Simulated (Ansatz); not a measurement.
ZrAg:
```xyz
2
Lattice="0.0000 2.8341 2.8341 2.8341 0.0000 2.8341 2.8341 2.8341 0.0000" Properties=species:S:1:pos:R:3 pbc="T T T"
Ag     0.0000     0.0000     0.0000
Zr     2.8341     2.8341     2.8341
```

Relaxed with PBE. Special points in fractions of this cell's reciprocal vectors: Γ (0.000, 0.000, 0.000); X (0.500, 0.000, 0.500); U (0.625, 0.250, 0.625); K (0.375, 0.375, 0.750); L (0.500, 0.500, 0.500); W (0.500, 0.250, 0.750).

### Question
List the band energies nearest the Fermi level at these points for plane-wave PAW PBE (Ansatz code).

### Answer
In eV from the Fermi level; about four levels below and three above (degenerate sets whole), none deeper than 8.9 eV; points with the same levels are listed once.

```
k                          below           above
-  -----------------------------  --------------
Γ  -5.84 -5.84 -5.50 -5.50 -5.50  1.35 1.35 1.35
X        -4.81 -4.81 -3.43 -0.59  0.51 2.42 2.42
U        -4.88 -2.96 -0.58 -0.48  0.95 2.13 2.47
L        -2.96 -1.92 -0.38 -0.38  1.95 1.95 3.09
W        -2.77 -0.34 -0.34 -0.11  2.42 3.34 3.34
```

Space group Fm-3m (rock salt). The start of the workflow was typed in or built on a structure type; neither database checked (COD, Materials Project) lists it. COD files the formula under space group No. 129, so this cell is another polymorph or a model. Its standing as an ambient phase is unchecked. The cell was relaxed with PBE under the symmetry of its start; its stability against distortions is not shown here. The run is not spin-polarised. Its formation energy is positive at this level, so the cell may be metastable or incomplete. Scalar-relativistic: spin–orbit coupling is off unless named, which matters more the heavier the elements.

Potentials: the earlier of the program's two PAW sets.
